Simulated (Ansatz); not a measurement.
Here is the system:

Sn2PbSe3:
```xyz
6
Lattice="4.2056 0.0000 0.0000 -2.1028 3.6421 0.0000 0.0000 0.0000 10.2931" Properties=species:S:1:pos:R:3 pbc="T T T"
Sn     0.0000     2.4281     6.8300
Sn     2.1028     1.2140     3.4631
Pb     0.0000     0.0000     0.0000
Se     0.0000     2.4281     1.7881
Se     2.1028     1.2140     8.5050
Se     0.0000     0.0000     5.1465
```

This is the LDA-relaxed structure.

Q: All from LDA in the plane-wave PAW code Ansatz, unless another level is named. Give the electronic character.

A: no gap, with almost no states at the Fermi level (zero-gap or semimetallic).

Q: And the formation energy from the elements (no fitted shifts)?

A: -0.46 eV/atom.

Space group P-3m1. The workflow started from a Materials Project entry (that database holds measured and hypothetical structures alike); the Crystallography Open Database copy checked does not list it. With Sn and Pb taken as one species the cell has the higher symmetry Fm-3m, so it may be an ordered model of a mixed-site phase. Its standing as an ambient phase is unchecked. Symmetry was held in the LDA relaxation; of distortions, only those at the zone centre were tested. The references are the lowest solids computed at this level, not always the standard phases. Spin–orbit coupling is left out wherever it is not named.

Potentials: the later of the program's two PAW sets.
